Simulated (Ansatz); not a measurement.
**Stationary points along a deformation path in Ir**

All numbers below come from Ansatz, DFT r2SCAN, scalar-relativistic, plane waves, PAW. Cutoff 500 eV, Γ-centred 30×30×30 k-points, Gaussian smearing of 0.15 eV. Spin–orbit coupling is left out, which can shift energies with elements as heavy as these. No spin polarisation. Energies are free energies at this smearing, counted from the undisturbed cell; pressure is positive in compression.

The undisturbed cell (relaxed at this level; with this scan's settings it stands at 0.1 GPa):

```
Ir
1.0
     0.00000    1.92211    1.92211
     1.92211    0.00000    1.92211
     1.92211    1.92211    0.00000
Ir
1
Direct
  0.00000 0.00000 0.00000
```

At fixed volume and fractional coordinates, lengths along (0.577, 0.577, 0.577) are scaled against those across it; ρ is that ratio over its starting value. V = 14.203 Å³/atom. Δσ is the stress along the axis less the mean stress across it (compression positive).

| ρ | ΔE (meV/atom) | Δσ (GPa) | space group |
| --- | --- | --- | --- |
| 0.500 | 1425.0 | 0.00 | Pm-3m |
| 0.710 | 1322.0 | 46.83 | R-3m |
| 1.000 | 0.0 | 0.00 | Fm-3m |
| 1.410 | 1559.6 | -136.57 | R-3m |
| 2.000 | 6431.7 | -388.34 | R-3m |

How does the stress give the slope of the energy, and where is the energy stationary?

Along the path d ln(length) is 2/3 d ln ρ on the axis and −1/3 d ln ρ across it, so dE/d ln ρ = −(2/3) V Δσ: the energy falls with ρ where Δσ is positive. Δσ vanishes or changes sign at ρ = 0.500 (Pm-3m, an end of the scan), at 1425.0 meV/atom; at ρ = 1.000 (Fm-3m), a minimum at 0.0 meV/atom. Pairs of stationary points between two samples would go unseen, and could change a minimum read from distant neighbours into a maximum. At ρ = 0.500, 1.000 the cell is cubic, where symmetry alone makes the stress isotropic and the slope zero.

In a metal these slopes depend on the k mesh and the smearing.

Cost: 5 runs of about 4.5 core-minutes in all, on Arm Neoverse V1 (shared hosts).